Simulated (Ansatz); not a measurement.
Molecular dynamics on a 2×2×1 supercell (16 atoms) of KYSe₂ (ordering on rocksalt), relaxed with r2SCAN. Forces come from PBE in the plane-wave code Ansatz: Langevin thermostat and barostat (NPT), 100 K, steps of 1.5 fs. Spin polarisation is off, nuclei are classical, and the run is far too short for thermal averages. The structure comes from a prototype and may be hypothetical.

```yaml
crystal:
  lattice:
    - [8.6394929463, 0.0, 0.0]
    - [0.0, 8.6394929463, 0.0]
    - [0.0, 0.0, 5.8682761278]
  atoms:
    - { symbol: K, position: [0.0, 0.0, 0.0] }
    - { symbol: Se, position: [0.0, 0.0, 0.5] }
    - { symbol: "Y", position: [0.25, 0.25, 0.5] }
    - { symbol: Se, position: [0.25, 0.25, 0.0] }
    - { symbol: K, position: [0.0, 0.5, 0.0] }
    - { symbol: Se, position: [0.0, 0.5, 0.5] }
    - { symbol: "Y", position: [0.25, 0.75, 0.5] }
    - { symbol: Se, position: [0.25, 0.75, 0.0] }
    - { symbol: K, position: [0.5, 0.0, 0.0] }
    - { symbol: Se, position: [0.5, 0.0, 0.5] }
    - { symbol: "Y", position: [0.75, 0.25, 0.5] }
    - { symbol: Se, position: [0.75, 0.25, 0.0] }
    - { symbol: K, position: [0.5, 0.5, 0.0] }
    - { symbol: Se, position: [0.5, 0.5, 0.5] }
    - { symbol: "Y", position: [0.75, 0.75, 0.5] }
    - { symbol: Se, position: [0.75, 0.75, 0.0] }
kpoints:
  mp_grid: { grid: [2, 2, 2] }
hamiltonian:
  xc: pbe
scf:
  occupations: { method: fermi_dirac, width: 0.02 }
md:
  ensemble: npt_langevin
  temperature: 100
  timestep: 1.5
  n_steps: 40
  initial_velocities: maxwell_boltzmann
  seed: 5372
```

Command: `ansatz run input.yaml --threads 4 --pin off --max-ram 3686MiB --backend cpu --events-out ev --progress --plain --runs-dir out`. It took 6.2 min on 4 threads of Arm Neoverse N1, with other jobs on the host, load about 0.8 per core; peak host memory 1.8 GiB.

```csv
step,t (fs),T (K),free energy F from step 0 (meV/atom),kinetic energy (meV/atom),pressure (GPa),volume (Å³/atom),largest force (eV/Å)
0,0,94,0.0,12.1,0.93,27.38,0.00
1,1.5,87,0.0,11.2,0.91,27.38,0.03
2,3,85,-0.1,11.0,0.88,27.40,0.05
3,4.5,87,-0.1,11.2,0.84,27.43,0.07
4,6,90,-0.2,11.6,0.78,27.45,0.09
5,7.5,88,-0.2,11.4,0.73,27.49,0.11
6,9,95,-0.2,12.3,0.68,27.52,0.12
7,10.5,92,-0.1,11.9,0.64,27.54,0.14
8,12,91,-0.1,11.7,0.59,27.57,0.16
9,13.5,94,0.0,12.1,0.53,27.60,0.18
10,15,100,0.1,12.9,0.47,27.64,0.20
11,16.5,95,0.3,12.3,0.42,27.67,0.22
12,18,96,0.5,12.4,0.39,27.70,0.24
13,19.5,90,0.7,11.6,0.35,27.72,0.27
14,21,88,0.9,11.3,0.32,27.74,0.29
15,22.5,91,1.1,11.8,0.30,27.76,0.30
16,24,94,1.4,12.2,0.27,27.78,0.32
17,25.5,80,1.6,10.3,0.23,27.80,0.34
18,27,74,1.9,9.6,0.20,27.82,0.35
19,28.5,70,2.1,9.0,0.16,27.85,0.37
20,30,72,2.3,9.3,0.12,27.87,0.38
21,31.5,66,2.5,8.6,0.10,27.89,0.39
22,33,65,2.7,8.4,0.09,27.90,0.40
23,34.5,67,2.8,8.7,0.08,27.91,0.41
24,36,70,3.0,9.1,0.07,27.92,0.41
25,37.5,71,3.1,9.2,0.07,27.93,0.41
26,39,69,3.1,8.9,0.06,27.94,0.41
27,40.5,64,3.2,8.2,0.05,27.95,0.41
28,42,66,3.2,8.6,0.03,27.96,0.40
29,43.5,59,3.2,7.6,0.00,27.98,0.40
30,45,63,3.3,8.1,-0.02,28.00,0.40
31,46.5,68,3.3,8.7,-0.05,28.02,0.40
32,48,57,3.3,7.3,-0.09,28.05,0.39
33,49.5,59,3.3,7.7,-0.12,28.07,0.39
34,51,64,3.4,8.2,-0.13,28.08,0.39
35,52.5,71,3.4,9.1,-0.14,28.10,0.38
36,54,67,3.4,8.6,-0.15,28.10,0.38
37,55.5,66,3.4,8.5,-0.16,28.12,0.38
38,57,72,3.5,9.3,-0.17,28.13,0.41
39,58.5,78,3.5,10.1,-0.16,28.13,0.44
40,60,83,3.7,10.7,-0.15,28.13,0.47
```

The temperature starts at 94 K, is lowest at step 32 (57 K, 48 fs) and ends at 83 K. The atoms start on their lattice sites with kinetic energy alone, so much of it first passes into potential energy.

Positions (Å) and forces (eV/Å) at step 40:
```
cell (Å): 8.718 0.000 0.000; 0.000 8.718 0.000; 0.000 0.000 5.922
K    0.046   0.010  -0.010    -0.024   0.051  -0.305
Se  -0.075  -0.045   2.895     0.217   0.078   0.413
Y    2.152   2.239   2.950     0.235   0.033  -0.186
Se   2.222   2.251   0.119    -0.137  -0.103   0.023
K   -0.106   4.388  -0.013     0.360  -0.060   0.050
Se   0.057   4.421   2.955     0.020  -0.150   0.010
Y    2.101   6.514   2.867     0.168   0.040  -0.068
Se   2.183   6.540   0.039    -0.064  -0.038   0.131
K    4.343  -0.037   0.032     0.019   0.209  -0.194
Se   4.435  -0.015   2.965    -0.066   0.137   0.171
Y    6.522   2.142   2.966    -0.326  -0.187  -0.035
Se   6.585   2.177   0.017    -0.141  -0.029   0.006
K    4.404   4.427   0.056    -0.062  -0.201  -0.063
Se   4.381   4.346   3.018    -0.076  -0.111  -0.053
Y    6.578   6.525   2.970    -0.222   0.184   0.095
Se   6.528   6.552  -0.049     0.098   0.146   0.006
```
